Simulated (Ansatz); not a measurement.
K-39 nuclear quadrupole resonance in KH₃F₄

Cell: a Materials Project structure (computed, not necessarily an observed phase), taken as it stands.

Space group R-3c:H (No. 167); a = 7.4032, c = 11.4478 Å, γ = 120.00°.

```
site  Wyckoff  site symmetry       x       y       z
   K       6b            -3.  0.0000  0.0000  0.0000
   H      18e             .2  0.1903  0.1903  0.2500
  F9      18e             .2  0.3333  0.9901  0.4167
 F13       6a             32  0.0000  0.0000  0.2500
```

One atom of each set is listed; the run and its k-mesh use a cell of 16 atoms with edges of 5.73, 5.73, 5.73 Å.

Computed with Ansatz: DFT, PBE, plane waves and PAW, scalar-relativistic, 420 eV cutoff, Γ-centred 4×4×4 k-points, Fermi–Dirac smearing 0.02 eV.

K-39: I = 3/2, Q = 60.30 mb (year-2017 value). Static lattice, zero field.

(1) At which frequencies do the K-39 NQR lines lie?

(2) And for 41K (I = 3/2, Q = 73.40 mb) on K?

## Answers

(1) For I = 3/2 there is one line, ν = (|C_Q|/2)(1 + η²/3)^½.

```tsv
site	atoms	V_zz (10²¹ V/m²)	C_Q (MHz)	η	line frequencies (MHz)
K	2	1.19	1.73	0.00	0.865
```

(2) C_Q scales with Q to 2.11 MHz, with lines at 1.05 MHz.

An axis of threefold or higher order runs through K, so V_zz lies along it and η is zero.

The largest force is 0.3 eV/Å, so the atoms aren't at the calculated equilibrium and relaxing them would move these values.

Hardware: 1 thread of Arm Neoverse V2 (aarch64; 8 cores open to the job, memory cap 2.5 GiB, no GPU), a shared host with a load of 0.8 a core. Wall time 11 s, CPU time 11 s, peak memory 0.44 GiB.
